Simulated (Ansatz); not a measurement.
Convergence notes, G0W0 on PbF2 (fluorite)

Fluorite PbF2, relaxed with r2SCAN; one-shot G0W0 in Ansatz without spin-orbit coupling. Calculated for a static, non-magnetic cell.

```
CELL_PARAMETERS angstrom
0.00000 2.96044 2.96044
2.96044 0.00000 2.96044
2.96044 2.96044 0.00000
ATOMIC_POSITIONS crystal
Pb 0.00000 0.00000 0.00000
F 0.25000 0.25000 0.25000
F 0.75000 0.75000 0.75000
```

Gaps are read over the mesh points alone. G0W0 values are finite-basis, finite-mesh values.

| start | potentials | frequency model | mesh | empty bands | screening cutoff (eV) | Kohn-Sham gap (eV) | G0W0 gap (eV) |
| --- | --- | --- | --- | --- | --- | --- | --- |
| PBE | PAW | contour deformation | 6×6×6 | 117 | 100 | 4.44 | 6.24 |
| PBE | PAW | contour deformation | 6×6×6 | 284 | 180 | 4.44 | 6.41 |
| PBE | PAW | contour deformation | 6×6×6 | 552 | 260 | 4.44 | 6.53 |
| HSE06 | PAW | contour deformation | 6×6×6 | 284 | 180 | 5.76 | 7.19 |
| r2SCAN | PAW | contour deformation | 6×6×6 | 284 | 180 | 4.96 | 6.74 |
| PBE0 | PAW | contour deformation | 6×6×6 | 284 | 180 | 6.48 | 7.41 |
| PBE | PAW | Godby-Needs pole | 6×6×6 | 284 | 180 | 4.44 | 6.37 |
| PBE | PAW | contour deformation | 8×8×8 | 84 | 80 | 4.42 | 6.24 |
| PBE | norm-conserving | contour deformation | 6×6×6 | 284 | 180 | 4.43 | 6.37 |

G0W0 moves the gap on the mesh from 4.44 eV (PBE) to 6.53 eV (L to X). Renormalisation factors Z lie between 0.72 and 0.84.

Raising bands and cutoff together moves the gap by +0.17 eV (100 to 180 eV), then +0.12 eV (180 to 260 eV); the last step is still large, so the basis limit isn't reached. Starting from HSE06 (5.76 eV against PBE's 4.44 eV) gives 7.19 eV, +0.78 eV from G0W0@PBE at the same screening cutoff. Starting from r2SCAN (4.96 eV against PBE's 4.44 eV) gives 6.74 eV, +0.33 eV from G0W0@PBE at the same screening cutoff. Starting from PBE0 (6.48 eV against PBE's 4.44 eV) gives 7.41 eV, +1.00 eV from G0W0@PBE at the same screening cutoff. The Godby-Needs plasmon pole differs from contour deformation by -0.04 eV. Norm-conserving potentials (wave cutoff 1320 eV against 420 eV) shift the quasiparticle gap by -0.04 eV and the PBE gap by -0.01 eV. r2SCAN runs take a wave cutoff of 500 eV.
